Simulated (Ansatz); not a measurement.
SiC:
```cif
data_C6Si6
_chemical_formula_sum 'Si6 C6'
_space_group_name_H-M_alt 'P 1'
_space_group_IT_number 1
_cell_length_a 5.32202
_cell_length_b 5.32202
_cell_length_c 5.32202
_cell_angle_alpha 90.000
_cell_angle_beta 90.000
_cell_angle_gamma 90.000
loop_
_space_group_symop_operation_xyz
  'x, y, z'
loop_
_atom_site_label
_atom_site_type_symbol
_atom_site_fract_x
_atom_site_fract_y
_atom_site_fract_z
_atom_site_occupancy
Si1 Si 0.25000 0.00000 0.50000 1
Si2 Si 0.75000 0.00000 0.50000 1
Si3 Si 0.50000 0.25000 0.00000 1
Si4 Si 0.50000 0.75000 0.00000 1
Si5 Si 0.00000 0.50000 0.25000 1
Si6 Si 0.00000 0.50000 0.75000 1
C1 C 0.00000 0.25000 0.50000 1
C2 C 0.00000 0.75000 0.50000 1
C3 C 0.25000 0.50000 0.00000 1
C4 C 0.75000 0.50000 0.00000 1
C5 C 0.50000 0.00000 0.75000 1
C6 C 0.50000 0.00000 0.25000 1
```

Relaxed with r²SCAN.

Task: Which orbitals make up the states near the band edges in plane-wave PAW r²SCAN (Ansatz code)?

Result: Top 1 eV of the valence band: C 2p 81 %, Si 3p 14 %. Bottom 1 eV of the conduction band: Si 3p 43 %, Si 3s 19 %, C 2s 12 %, C 2p 7 %, outside the projected shells 19 %. Projections are on Löwdin-orthogonalised atomic valence shells; empty p or d shells of many metals are not among them.

Task: Tabulate the density of states.

Result: States/eV per cell of 12 atoms, in 0.25 eV bins, energy from the valence-band maximum.

```
E (eV)  total  C 2p  Si 3p  Si 3s
------  -----  ----  -----  -----
-7.85    1.19  0.57   0.19   0.27
-7.60    3.91  1.99   0.47   1.12
-7.35    4.43  2.28   0.41   1.41
-7.10    2.97  1.53   0.34   0.83
-6.85    2.94  1.52   0.46   0.66
-6.60    3.40  1.76   0.73   0.59
-6.35    3.63  1.88   0.89   0.49
-6.10    3.90  2.07   1.11   0.40
-5.85    3.75  2.02   1.19   0.29
-5.60    4.09  2.21   1.24   0.34
-5.35    3.57  1.96   0.99   0.32
-5.10    2.93  1.64   0.86   0.21
-4.85    2.68  1.50   0.90   0.12
-4.60    3.74  2.12   1.23   0.16
-4.35    6.08  3.52   1.79   0.37
-4.10    4.47  2.65   1.38   0.20
-3.85    5.22  3.19   1.42   0.28
-3.60    4.64  2.84   1.37   0.19
-3.35    5.57  3.44   1.52   0.28
-3.10    6.60  4.14   1.72   0.45
-2.85    3.86  2.50   0.98   0.18
-2.60    3.86  2.59   0.94   0.13
-2.35    7.30  5.12   1.69   0.18
-2.10    9.26  6.63   2.16   0.18
-1.85    6.90  5.10   1.43   0.13
-1.60    6.10  4.67   1.08   0.09
-1.35    5.08  4.07   0.67   0.05
-1.10    3.22  2.65   0.40   0.02
-0.85    1.90  1.52   0.27   0.01
-0.60    2.96  2.33   0.47   0.01
-0.35    3.35  2.73   0.48   0.00
-0.10    1.01  0.87   0.10   0.00
0.15     0.00  0.00   0.00   0.00
0.40     0.00  0.00   0.00   0.00
0.65     0.00  0.00   0.00   0.00
0.90     0.00  0.00   0.00   0.00
1.15     0.00  0.00   0.00   0.00
1.40     0.00  0.00   0.00   0.00
1.65     0.00  0.00   0.00   0.00
1.90     0.00  0.00   0.00   0.00
2.15     0.08  0.00   0.04   0.02
2.40     0.87  0.04   0.38   0.18
2.65     1.86  0.13   0.77   0.35
2.90     1.85  0.15   0.80   0.33
3.15     1.68  0.14   0.76   0.28
3.40     2.22  0.20   1.01   0.38
3.65     3.39  0.31   1.55   0.58
3.90     3.13  0.34   1.34   0.52
4.15     2.48  0.26   1.07   0.39
4.40     3.41  0.31   1.63   0.59
4.65     4.90  0.42   2.30   0.76
4.90     5.40  0.47   2.90   0.64
5.15     6.31  0.63   3.30   0.67
5.40     8.56  0.84   4.52   0.71
5.65     5.03  0.54   2.48   0.48
5.90     3.27  0.43   1.30   0.39
6.15     4.87  0.74   2.35   0.45
6.40     2.62  0.40   1.09   0.22
6.65     4.74  0.70   1.89   0.48
6.90     6.25  0.93   2.21   0.80
```

Space group Pm-3n. The start of the workflow was typed in or built on a structure type; neither database checked (COD, Materials Project) lists it. It is not the phase usual at ambient conditions (space group No. 186, 216). The cell was relaxed with r²SCAN under the symmetry of its start; whether a distortion lowers the energy is not shown.

Potentials: the later of the program's two PAW sets.
